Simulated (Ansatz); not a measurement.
Ca (fcc, Cu type)

```
Ca
1.0
    5.52650     0.00000     0.00000
    0.00000     5.52650     0.00000
    0.00000     0.00000     5.52650
Ca
4
Direct
  0.00000   0.00000   0.00000
  0.50000   0.50000   0.00000
  0.50000   0.00000   0.50000
  0.00000   0.50000   0.50000
```

In each cell atom 2 (Ca, nearest neighbour Ca at 3.908 Å; its periodic images, 5.5 Å or more away, move with it) moves by s·(1.000, 0.000, 0.000) (along Cartesian x), the rest being held.

Computed with PBE (plane waves to 420 eV, PAW, scalar-relativistic; Ansatz, a quantum-chemistry and plane-wave program). k mesh 7×7×7 (Γ-centred), Fermi-Dirac smearing 0.05 eV. The energy includes the smearing's −TS. With partly filled bands, energies and forces of such displacements shift with the k mesh and the smearing. Ca was relaxed with its symmetry unable to fall. ΔE is measured from the undisplaced structure.

The scan covers s from -0.780 to 0.780 Å in 11 points.

Is the energy the same for equal positive and negative displacements?

Even: the same for both signs. With its periodic images moving along, the atom's site symmetry in this cell is m-3m.

What is the force constant k = d²E/ds² of this move at s = 0?

2.20 eV/Å².

(For displaced atoms, the force is minus the slope of the energy, and its curvature is a force constant, which sets phonon frequencies.)
